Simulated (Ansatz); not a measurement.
A relaxed structure of AlNi. Space group Pm-3m (No. 221), CsCl type. All values below come from r2SCAN (plane waves to 500 eV, PAW, scalar-relativistic; Ansatz, a first-principles code).

```cif
data_AlNi
_chemical_formula_sum 'Al1 Ni1'
_space_group_name_H-M_alt 'Pm-3m'
_space_group_IT_number 221
_space_group_name_Hall '-P 4 2 3'
_cell_length_a 2.86311
_cell_length_b 2.86311
_cell_length_c 2.86311
_cell_angle_alpha 90.000
_cell_angle_beta 90.000
_cell_angle_gamma 90.000
loop_
_atom_site_label
_atom_site_type_symbol
_atom_site_symmetry_multiplicity
_atom_site_Wyckoff_symbol
_atom_site_fract_x
_atom_site_fract_y
_atom_site_fract_z
_atom_site_occupancy
Al1 Al 1 b 0.50000 0.50000 0.50000 1
Ni1 Ni 1 a 0.00000 0.00000 0.00000 1
```

Question: Estimate the magnetic moment that r2SCAN returns for this input.

Answer: Zero (the starting moments vanished).

No spin polarisation in the result: the starting moments vanished. A magnetic state may lie lower.

Measured for AlNi: a 2.882 Å (static lattice; corrected from measurement; as listed in H. Levämäki et al., Physical Review B (2014)). Computed minus measured — a: r2SCAN -0.7 %. The computed values are for a static lattice.

The run could not lose the symmetry of its start.

All atoms sit on sites fixed by symmetry, so only the cell could relax.
